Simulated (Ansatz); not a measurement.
BAs:
```
BAs
1.0
    2.93972     0.00000     0.00000
    0.00000     2.93972     0.00000
    0.00000     0.00000     2.93972
B As
1 1
Cartesian
  0.00000   0.00000   0.00000
  1.46986   1.46986   1.46986
```

Relaxed with PBE. Special points in fractions of this cell's reciprocal vectors: Γ (0.000, 0.000, 0.000); X (0.000, 0.500, 0.000); M (0.500, 0.500, 0.000); R (0.500, 0.500, 0.500).

Q: List the band energies nearest the Fermi level at these points for plane-wave PAW PBE with spin–orbit coupling (Ansatz code).

A: In eV from the Fermi level; about four levels below and three above (degenerate sets whole), none deeper than 8.9 eV; … stands for higher levels left out; points with the same levels are listed once.

| k | below | above |
|---|---|---|
| Γ | -0.87 -0.87 -0.87 -0.87 -0.40 -0.40 | 5.60 5.60 5.60 5.60 |
| X | – | 2.72 2.72 2.73 2.73 |
| M | -6.80 -6.80 -5.55 -5.55 | 3.99 3.99 4.97 4.97 |
| R | -2.04 -2.04 -2.04 -2.04 -2.04 -2.04 | … |

Space group Pm-3m (CsCl type). The start of the workflow was typed in or built on a structure type; neither database checked (COD, Materials Project) lists it. It is not the phase usual at ambient conditions (space group No. 216). Symmetry was held in the PBE relaxation; whether a distortion lowers the energy is not shown. The volume moved by 31 % from the start of the relaxation. Its formation energy is positive at this level, so the cell may be metastable or incomplete.

Potentials: the earlier of the program's two PAW sets.
